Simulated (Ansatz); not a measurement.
Given:

TaSi2:
```
TaSi2
1.0
    4.73153     0.00000     0.00000
   -2.36576     4.09762     0.00000
    0.00000     0.00000     6.51827
Ta Si
3 6
Direct
  0.50000   0.00000   0.00000
  0.50000   0.50000   0.66667
  0.00000   0.50000   0.33333
  0.15940   0.31880   0.00000
  0.84060   0.15940   0.66667
  0.68120   0.84060   0.33333
  0.84060   0.68120   0.00000
  0.15940   0.84060   0.66667
  0.31880   0.15940   0.33333
```

This is the LDA-relaxed structure.

**Question.** All from LDA (plane waves, PAW; program Ansatz), unless another level is named. Estimate the highest zone-centre frequency.

**Answer.** 413 cm⁻¹.

**Question.** Next, the Poisson's ratio?

**Answer.** 0.20.

Space group P6_422. The workflow started from an entry of the Crystallography Open Database (COD), which files this formula under 2 space groups. Its standing as an ambient phase is unchecked. The cell was relaxed with LDA under the symmetry of its start; whether a distortion lowers the energy is not shown. No spin polarisation was allowed. As this level gives no gap, phonon frequencies hold no LO–TO term and depend on the k-mesh and smearing (Fermi–Dirac, 0.1 eV here). Scalar-relativistic: spin–orbit coupling is off unless named, which matters more the heavier the elements.

Potentials: the later of the program's two PAW sets.
